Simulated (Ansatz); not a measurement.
NiS (NiAs type, P6_3/mmc) under volume change, r²SCAN (plane waves, PAW; program Ansatz), shape and atoms relaxed at each volume.

```json
[
 {"V (Å³/atom)": "12.773", "E − E(relaxed) (meV/atom)": "47.1", "P (GPa)": "12.98"},
 {"V (Å³/atom)": "13.194", "E − E(relaxed) (meV/atom)": "19.8", "P (GPa)": "7.95"},
 {"V (Å³/atom)": "13.615", "E − E(relaxed) (meV/atom)": "4.7", "P (GPa)": "3.67"},
 {"V (Å³/atom)": "14.037", "E − E(relaxed) (meV/atom)": "0.0", "P (GPa)": "0.00"},
 {"V (Å³/atom)": "14.458", "E − E(relaxed) (meV/atom)": "4.2", "P (GPa)": "-3.13"},
 {"V (Å³/atom)": "14.879", "E − E(relaxed) (meV/atom)": "?", "P (GPa)": "?"},
 {"V (Å³/atom)": "15.300", "E − E(relaxed) (meV/atom)": "?", "P (GPa)": "?"}
]
```

Task: Some entries are withheld; supply them.

Result: 
- 15.300, E − E(relaxed) (meV/atom): 34.5
- 15.300, P (GPa): -8.12
- 14.879, E − E(relaxed) (meV/atom): 16.1
- 14.879, P (GPa): -5.82

Task: What does a third-order Birch–Murnaghan fit give for V₀, B₀ and B′?

Result: V₀ = 14.04 Å³/atom, B₀ = 113 GPa, B′ = 4.2.

The workflow started from an entry of the Crystallography Open Database (COD, 300 K), which files this formula under 3 space groups. Its standing as an ambient phase is unchecked. The r²SCAN relaxation kept the symmetry of its start, as lowered by the spin order; its stability against distortions is not shown here. Spin order of the final state: antiferromagnetic, chosen from 5 collinear starts compared on coarse meshes (ties went to the first, and starts can fall back to one state), not a proven ground state. Other orbital occupations within this spin state were not tried. No Hubbard U is applied.

Potentials: the later of the program's two PAW sets.
